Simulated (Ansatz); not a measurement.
Computed with Ansatz (plane waves, PAW, 420 eV cutoff): PBEsol, scalar-relativistic, no spin polarisation, 12×12×12 k-mesh, Gaussian smearing of 0.05 eV. The datasets are Ansatz's generated set soft_2.

A compound XC has these computed properties.

```yaml
Space_group: Fm-3m (No. 225)
Conventional_cell: a = 4.669 Å, b = 4.669 Å, c = 4.669 Å, α = 90.00°, β = 90.00°, γ = 90.00°
Volume: 12.72 Å³/atom
Band_gap: zero (metallic)
Density_of_states_at_the_Fermi_level: 0.12 states/(eV·atom)
Formation_energy_from_the_elements_0_K_uncorrected: -0.92 eV/atom
Bulk_modulus_Birch–Murnaghan: 235 GPa
Pressure_derivative_B0′: 4.1
```

Sites: X on 4b, C on 4a.

Question: Which element is X?
A. Zr
B. Mo
C. Nb
D. Y

Answer: A. X is Zr, so the compound is ZrC.

The start was a prototype's sites filled with these elements; the Crystallography Open Database holds the compound in this structure.
